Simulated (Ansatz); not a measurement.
This cell of GaAs (zinc blende) is off equilibrium:

```
CELL_PARAMETERS angstrom
      0.00000     5.74558     5.74558
      2.87279     0.00000     2.87279
      2.87279     2.87279     0.00000
ATOMIC_POSITIONS crystal
  As 0.37500 0.79718 0.71953
  As 0.87500 0.70282 0.78047
  Ga 0.00000 0.94955 0.03258
  Ga 0.50000 0.05045 0.96742
```

The numbers are results of PBE (plane waves to 420 eV, PAW, scalar-relativistic; Ansatz, a program for electronic structure), not measurements. k mesh 5×10×10 (Γ-centred), Fermi-Dirac smearing 0.05 eV. Stress and pressure are positive under compression. GaAs was relaxed with its symmetry unable to fall.

Problem. What forces act on the atoms (eV/Å, Cartesian)?

Solution. 
| atom | Fx | Fy | Fz |
|---|---|---|---|
| As1 | 0.014 | 0.032 | -0.191 |
| As2 | 0.115 | -0.152 | 0.092 |
| Ga3 | -0.015 | -0.030 | 0.188 |
| Ga4 | -0.114 | 0.150 | -0.088 |

(For displaced atoms, the force is minus the slope of the energy, and its curvature is a force constant, which sets phonon frequencies.)
